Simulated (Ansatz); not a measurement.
NbAg:
Space group Pmma (No. 51); a = 4.7768 Å, b = 2.7799 Å, c = 5.3224 Å, α = β = γ = 90.00°

```csv
atom,site,symmetry,x,y,z
Ag,2e,mm2,0.7500,0.0000,0.1469
Nb,2f,mm2,0.2500,0.5000,0.3526
```

Relaxed with PBE.

Task: Which orbitals make up the states near the Fermi level in PBE (plane waves, PAW; program Ansatz)?

Result: Within 0.5 eV of the Fermi level: Nb 4d 80 %, Ag 4d 7 %, outside the projected shells 6 %. Projections are on Löwdin-orthogonalised atomic valence shells; empty p or d shells of many metals are not among them.

Task: Tabulate the density of states.

Result: States/eV per cell of 4 atoms, in 0.25 eV bins, energy from the Fermi level.

| E (eV) | total | Ag 4d | Nb 4d | Ag 5s |
|---|---|---|---|---|
| -7.40 | 0.00 | 0.00 | 0.00 | 0.00 |
| -7.15 | 0.09 | 0.00 | 0.00 | 0.04 |
| -6.90 | 0.22 | 0.01 | 0.00 | 0.10 |
| -6.65 | 0.34 | 0.03 | 0.01 | 0.15 |
| -6.40 | 0.58 | 0.13 | 0.02 | 0.24 |
| -6.15 | 2.69 | 1.90 | 0.19 | 0.35 |
| -5.90 | 7.77 | 6.30 | 0.51 | 0.48 |
| -5.65 | 12.40 | 10.10 | 1.02 | 0.70 |
| -5.40 | 11.12 | 9.48 | 0.85 | 0.38 |
| -5.15 | 10.15 | 8.81 | 0.73 | 0.26 |
| -4.90 | 8.18 | 6.99 | 0.60 | 0.24 |
| -4.65 | 7.23 | 6.33 | 0.48 | 0.21 |
| -4.40 | 10.41 | 9.54 | 0.48 | 0.18 |
| -4.15 | 6.38 | 5.66 | 0.42 | 0.17 |
| -3.90 | 6.41 | 5.60 | 0.38 | 0.21 |
| -3.65 | 1.93 | 1.17 | 0.26 | 0.24 |
| -3.40 | 1.39 | 0.53 | 0.31 | 0.29 |
| -3.15 | 1.72 | 0.44 | 0.59 | 0.41 |
| -2.90 | 2.11 | 0.44 | 0.92 | 0.48 |
| -2.65 | 1.57 | 0.30 | 0.79 | 0.25 |
| -2.40 | 1.82 | 0.38 | 1.02 | 0.17 |
| -2.15 | 2.22 | 0.48 | 1.31 | 0.13 |
| -1.90 | 3.01 | 0.47 | 2.08 | 0.11 |
| -1.65 | 3.32 | 0.33 | 2.41 | 0.11 |
| -1.40 | 4.10 | 0.37 | 3.07 | 0.12 |
| -1.15 | 4.27 | 0.34 | 3.33 | 0.12 |
| -0.90 | 4.71 | 0.37 | 3.80 | 0.11 |
| -0.65 | 5.35 | 0.42 | 4.29 | 0.17 |
| -0.40 | 3.76 | 0.29 | 2.98 | 0.11 |
| -0.15 | 2.56 | 0.18 | 2.00 | 0.07 |
| 0.10 | 2.74 | 0.19 | 2.21 | 0.08 |
| 0.35 | 3.15 | 0.22 | 2.52 | 0.10 |
| 0.60 | 3.61 | 0.24 | 2.90 | 0.10 |
| 0.85 | 2.71 | 0.18 | 2.11 | 0.10 |
| 1.10 | 2.58 | 0.17 | 1.96 | 0.13 |
| 1.35 | 2.53 | 0.15 | 1.94 | 0.10 |
| 1.60 | 2.68 | 0.15 | 2.04 | 0.15 |
| 1.85 | 2.82 | 0.13 | 2.20 | 0.17 |
| 2.10 | 3.25 | 0.13 | 2.64 | 0.16 |
| 2.35 | 3.71 | 0.13 | 3.06 | 0.16 |
| 2.60 | 4.72 | 0.16 | 3.86 | 0.20 |
| 2.85 | 4.44 | 0.13 | 3.62 | 0.20 |
| 3.10 | 2.90 | 0.07 | 2.19 | 0.15 |
| 3.35 | 2.60 | 0.05 | 1.88 | 0.12 |

The start of the workflow was typed in or built on a structure type; neither database checked (COD, Materials Project) lists it. Whether it is the stable phase at ambient conditions was not checked. The cell was relaxed with PBE under the symmetry of its start; whether a distortion lowers the energy is not shown. The run is not spin-polarised. Its formation energy is positive at this level, so the cell may be metastable or incomplete. Axis ratios of metals converge slowly with the k-mesh, so a and c are less sure than the volume. Scalar-relativistic: spin–orbit coupling is off unless named, which matters more the heavier the elements.

Potentials: the earlier of the program's two PAW sets.
